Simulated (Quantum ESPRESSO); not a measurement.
# Ga2AlInP4: convergence and cost over cutoff and k mesh

Simulated, not a measurement. The program is pw.x of Quantum ESPRESSO 7.5 (plane-wave density functional theory). The cell is made up: 8 atoms on a zincblende/diamond lattice, with randomly drawn elements, strain and displacements, not relaxed. PseudoDojo standard norm-conserving files (v0.5 for PBE, v0.4.1 for LDA and PBEsol) set the functional; there is no spin polarisation, spin-orbit coupling or dispersion term, and the masses in the input are unused placeholders.

Input of the run in row 4:

```
&control calculation='scf', pseudo_dir='./dojo.nc.sr.pbe.v0_5.standard.upf', outdir='./o', disk_io='low', tprnfor=.true., tstress=.true. /
&system ibrav=0, nat=8, ntyp=4, nbnd=37, ecutwfc=79.96652505, nosym=.true., tot_charge=0,
 occupations='smearing', smearing='fd', degauss=0.0018374661
/
&electrons conv_thr=7.350e-09, electron_maxstep=60, /
ATOMIC_SPECIES
Al 1.0 Al.upf
Ga 1.0 Ga.upf
In 1.0 In.upf
P 1.0 P.upf
CELL_PARAMETERS angstrom
5.3936 -0.0095 0.0566
-0.0095 5.5439 -0.0254
0.0566 -0.0254 5.4238
ATOMIC_POSITIONS angstrom
Ga 0.003 0.003 0.0427
Ga 0.0722 2.7401 2.6626
Al 2.6367 -0.1432 2.6992
In 2.7166 2.7638 0.183
P 1.258 1.2699 1.2865
P 1.4928 3.9654 4.0055
P 4.1802 1.5351 4.1877
P 3.9616 4.0183 1.2866
K_POINTS automatic
4 4 4 1 1 1
```

The same cell was run at these settings. Meshes are shifted by half a step, and differences are from the last row, which is itself not exact.

```
cutoff (eV)     k mesh  k points solved  threshold (eV)  free energy less the last row's (eV)  pressure (GPa)  largest stress difference (GPa)  largest force difference (eV/Å)  iterations  wall time (s)  k-point pools              processor
        762  2 x 2 x 2                4           1e-04                                 3.881          -16.48                            29.68                            0.078           7             10              4  AMD EPYC, Zen 5 class
       1088  2 x 2 x 2                4           1e-07                                 0.469           13.49                             0.41                            0.052          10             15              4  AMD EPYC, Zen 5 class
        654  4 x 4 x 4               32           1e-07                                18.632          -99.75                           112.95                            0.012          10             26              4  AMD EPYC, Zen 5 class
       1088  4 x 4 x 4               32           1e-07                                 0.008           13.12                             0.02                            0.002          10             48              4  AMD EPYC, Zen 5 class
       1377  6 x 6 x 6              108           1e-07                                 0.000           13.13                             0.00                            0.000          10            184              4  AMD EPYC, Zen 5 class
```

Each pool is one process. Wall times include start-up and a band step at six k points, which weighs most on the coarsest meshes. The runs were on shared virtual cores whose load varied, so times are rough.